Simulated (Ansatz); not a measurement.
Crystals of one structure type (wurtzite) and one family of elements, relaxed and computed with plane-wave PAW HSE06 (Ansatz code).

```tsv
crystal	V (Å³/atom)	B₀ by P(V) fit (GPa)
ZnO	11.94	145
ZnS	19.98	74.7
CdS	25.51	59.3
HgS	25.98	?
CdTe	35.40	39.4
```

Q: Fit a straight line to ln B₀ against ln V and predict the withheld value.

A: Least squares on the 4 shown rows: ln B₀ = -1.19 × ln V + (7.915), with a scatter of 2.3 %. For HgS this gives 56.8. The run itself gave 59.0, a miss of 3.7 % of that.

Built on a structure type that need not be the filed one of that space group: HgS, wurtzite; CdTe, wurtzite. Not the usual ambient phase: CdTe, wurtzite. Standing as an ambient phase not checked: HgS, wurtzite. All cells were relaxed under the symmetry of their starts (and spin orders); stability against distortions was not tested throughout. Scalar-relativistic: spin–orbit coupling is off unless named, which matters more the heavier the elements.

Potentials: the later of the program's two PAW sets.
